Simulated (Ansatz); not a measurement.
CdS (rock salt, Fm-3m), DFT-LDA in the program Ansatz with PAW potentials, all energies at zero smearing, with the estimated change up to a 700 eV cutoff added, with one set of potentials and settings (totals compare only within such a set). Cell of 2 atoms (1 Cd, 1 S): -8988.504 eV.

```tsv
element	reference phase	E (eV/atom)
Cd	P6_3/mmc, 2 atoms in the cell	-8117.8923
S	Fddd, 32 atoms in the cell	-869.4931
```

Formation energy per atom, worked out: (-8988.504 − 1×(-8117.8923) − 1×(-869.4931))/2 = -0.559 eV/atom (-54 kJ per mol of atoms), at 0 K, without zero-point energy or fitted corrections.

This is a known high-pressure phase of the composition, computed here at zero pressure and temperature. The cell was relaxed with LDA under the symmetry of its start; of distortions, only those at the zone centre were tested. The references are the lowest solids computed at this level, not always the standard phases.

Potentials: the later of the program's two PAW sets.
